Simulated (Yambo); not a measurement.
Yambo run on LiHF$_{2}$ (space group R-3m, No. 166). The wavefunctions come from this Quantum ESPRESSO step (PBEsol, PseudoDojo standard norm-conserving files, scalar-relativistic):

```
&CONTROL
  calculation = 'nscf'
  pseudo_dir = './pseudo'
  outdir = './out'
/
&SYSTEM
  ibrav = 0
  nat = 4
  ntyp = 3
  ecutwfc = 84.0
  ecutrho = 336.0
  occupations = 'fixed'
  force_symmorphic = .true.
  nbnd = 77
/
&ELECTRONS
  conv_thr = 4e-09
  diago_full_acc = .true.
  diago_thr_init = 1e-08
/
ATOMIC_SPECIES
H 1.0080 H.upf
Li 6.9400 Li.upf
F 18.9984 F.upf
CELL_PARAMETERS angstrom
  1.494255285820   0.862708691506   4.389261807000
 -1.494255285820   0.862708691506   4.389261807000
 -0.000000000000  -1.725417383013   4.389261807000
ATOMIC_POSITIONS crystal
H   0.500000000000   0.500000000000   0.500000000000
Li   0.000000000000   0.000000000000   0.000000000000
F   0.413470879500   0.413470879500   0.413470879500
F   0.586529120500   0.586529120500   0.586529120500
K_POINTS automatic
6 6 6 0 0 0
```

Yambo input:

```
rim_cut
gw0
dyson
el_el_corr
HF_and_locXC
ppa
em1d
RandQpts= 1000000
RandGvec= 1 Ry
EXXRLvcs= 84 Ry
VXCRLvcs= 336 Ry
Chimod= "HARTREE"
% BndsRnXp
 1 | 76 |
%
NGsBlkXp= 10 Ry
% LongDrXp
 1.0 | 1.0 | 1.0 |
%
PPAPntXp= 27.2114 eV
% GbndRnge
 1 | 76 |
%
GTermKind= "BG"
DysSolver= "n"
ExtendOut
% QPkrange
 1 | 1 | 9 | 10 |
 4 | 4 | 9 | 10 |
 13 | 13 | 9 | 10 |
 32 | 32 | 9 | 10 |
%
```

k points by index: 1 = Γ, 4 = L, 13 = F, 32 = Z.

Resulting energies as the program prints them:

```
#    K-point    Band    Eo [eV]    E [eV]    E-Eo [eV]    Vxc [eV]    Vnlxc [eV]    Sc|Eo [eV]    Sc|E [eV]    dSc/dw|Eo [eV]    Re(Z)    Im(Z)
#
    1    9    -0.198473    -3.268342    -3.069869    -22.64562    -30.82072    4.486820    5.105230    -5.481398    0.832335    -0.909966E-3
    1    10    8.143352    9.640536    1.497184    -10.28630    -5.848181    -2.776277    -2.940939    -2.992645    0.900919    -0.531478E-3
    4    9    -0.524811    -3.432517    -2.907706    -22.97365    -30.35317    3.920259    4.471815    -5.161491    0.840560    -0.855203E-3
    4    10    11.58230    13.46235    1.880051    -10.59331    -5.448950    -3.048381    -3.264312    -3.125219    0.896981    -0.651971E-3
    13    9    -0.127241    -3.199003    -3.071761    -22.69154    -30.85544    4.474274    5.092144    -5.473245    0.832543    -0.902995E-3
    13    10    13.56380    15.45718    1.893377    -10.75048    -5.856061    -2.772877    -3.001038    -3.279038    0.892457    -0.414181E-3
    32    9    0.000000    -3.030845    -3.030845    -22.85763    -30.97682    4.479470    5.088353    -5.466457    0.832716    -0.889593E-3
    32    10    9.133021    10.69945    1.566424    -9.628737    -5.117843    -2.773409    -2.944470    -2.971506    0.901550    -0.542108E-3
```
(The two width columns are left out.) Convergence of these settings isn't established.

Geometry relaxed with PBE+D3(BJ).

The structure is a Materials Project entry; no match was found in the copy of COD used, and its stability was not checked.
